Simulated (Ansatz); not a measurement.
BaN$_{2}$:
```
CELL_PARAMETERS angstrom
      3.47971     2.15265     0.00000
     -3.47971     2.15265     0.00000
     -1.81532     0.00000     6.85985
ATOMIC_POSITIONS crystal
  Ba 0.79966 0.79966 0.75000
  Ba 0.20034 0.20034 0.25000
  N  0.15386 0.55804 0.54512
  N  0.84614 0.44196 0.45488
  N  0.55804 0.15386 0.95488
  N  0.44196 0.84614 0.04512
```

Relaxed with LDA. Special points in fractions of this cell's reciprocal vectors: Γ (0.000, 0.000, 0.000); C (0.352, 0.352, 0.000); C2 (-0.352, 0.648, 0.000); Y2 (-0.500, 0.500, 0.000); M2 (-0.500, 0.500, 0.500); D (-0.327, 0.673, 0.500); D2 (0.327, 0.327, 0.500); A (0.000, 0.000, 0.500); L2 (0.000, 0.500, 0.500); V2 (0.000, 0.500, 0.000).

Task: List the band energies nearest the Fermi level at these points for DFT-LDA in the program Ansatz with PAW potentials.

Result: In eV from the Fermi level; about four levels below and three above (degenerate sets whole), none deeper than 8.9 eV; points with the same levels are listed once.

```tsv
k	below	above
Γ	-5.82 -0.83 -0.82 -0.51	0.41 2.70 3.18
C	-5.91 -5.58 -5.46 -1.16	0.14 0.26 0.95
Y2	-6.18 -5.79 -5.48 -2.48	0.27 0.99 1.04
M2	-5.50 -5.50 -1.38 -1.38	0.95 0.95 3.95 3.95
D	-5.65 -5.65 -0.16 -0.16	0.05 0.05 3.55 3.55
A	-0.56 -0.56 -0.38 -0.38	2.36 2.36 3.77 3.77
L2	-6.27 -5.99 -5.36 -1.83	0.37 1.02 1.29
V2	-6.56 -5.67 -5.41 -1.41	0.71 0.83 1.02
```

Space group C2/c. The first step of the workflow began from a Materials Project structure, measured or hypothetical; the Crystallography Open Database copy checked does not list it. Whether it is the stable phase at ambient conditions was not checked. The cell was relaxed with LDA under the symmetry of its start; its stability against distortions is not shown here. Scalar-relativistic: spin–orbit coupling is off unless named, which matters more the heavier the elements.

Potentials: the later of the program's two PAW sets.
